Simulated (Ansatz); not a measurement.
VAg₃O₄:
```
VAg3O4
1.0
   -2.46271     2.46271     4.85896
    2.46271    -2.46271     4.85896
    2.46271     2.46271    -4.85896
V Ag O
1 3 4
Direct
  0.00000   0.00000   0.00000
  0.75000   0.25000   0.50000
  0.25000   0.75000   0.50000
  0.50000   0.50000   0.00000
  0.69490   0.10048   0.00000
  0.89952   0.89952   0.59442
  0.10048   0.69490   0.00000
  0.30510   0.30510   0.40558
```

Relaxed with PBEsol. Special points in fractions of this cell's reciprocal vectors: Γ (0.000, 0.000, 0.000); X (0.000, 0.000, 0.500); P (0.250, 0.250, 0.250); N (0.000, 0.500, 0.000); M (0.500, 0.500, -0.500); S (0.314, 0.686, -0.314); S0 (-0.314, 0.314, 0.314); R (-0.128, 0.128, 0.500); G (0.500, 0.500, -0.128).

**Question.** List the band energies nearest the valence-band maximum at these points for DFT-PBEsol with spin–orbit coupling in the program Ansatz with PAW potentials.

**Answer.** In eV from the valence-band maximum; about four levels below and three above (degenerate sets whole), none deeper than 8.9 eV; points with the same levels are listed once.

| k | below | above |
|---|---|---|
| Γ | -0.84 -0.84 -0.25 -0.25 | 0.32 0.32 1.95 1.95 |
| X | -0.62 -0.62 -0.21 -0.21 | 2.27 2.27 2.71 2.71 |
| P | -0.73 -0.73 -0.19 -0.19 | 2.43 2.43 2.71 2.71 |
| N | -0.53 -0.53 -0.14 -0.14 | 2.08 2.08 2.37 2.37 |
| M | -0.43 -0.43 -0.31 -0.31 | 1.80 1.80 1.96 1.96 |
| S | -0.69 -0.65 -0.13 -0.08 | 2.08 2.08 2.23 |
| R | -0.57 -0.45 -0.26 -0.23 | 2.31 2.31 2.53 2.53 |

Space group I-42m. The first step of the workflow began from a Materials Project structure, measured or hypothetical; the Crystallography Open Database files this formula in space group No. 121, but the cells were not matched. Whether it is the stable phase at ambient conditions was not checked. Symmetry was held in the PBEsol relaxation; its stability against distortions is not shown here. No spin polarisation was allowed. No Hubbard U is applied.

Potentials: the later of the program's two PAW sets.
